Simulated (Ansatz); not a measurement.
Relaxed-ion elastic tensor of ZrRu (rock salt, Fm-3m) in GPa (Voigt order), DFT-PBEsol in the program Ansatz with PAW potentials; density 8.64 g/cm³, 18.47 Å³ per atom.

```
  278   91.1   91.1    0.0    0.0    0.0
 91.1    278   91.1    0.0    0.0    0.0
 91.1   91.1    278    0.0    0.0    0.0
  0.0    0.0    0.0  -22.2    0.0    0.0
  0.0    0.0    0.0    0.0  -22.2    0.0
  0.0    0.0    0.0    0.0    0.0  -22.2
```

Problem. Is the crystal mechanically stable?

Solution. No: the smallest eigenvalue of C is -22.2 GPa.

The start of the workflow was typed in or built on a structure type; neither database checked (COD, Materials Project) lists it. COD files the formula under space group No. 221. Whether it is the stable phase at ambient conditions was not checked. Symmetry was held in the PBEsol relaxation. At this level the phase is mechanically unstable. No spin polarisation was allowed. As this level gives no gap, shear constants depend on the k-mesh and smearing (Fermi–Dirac, 0.1 eV here).

Potentials: the later of the program's two PAW sets.
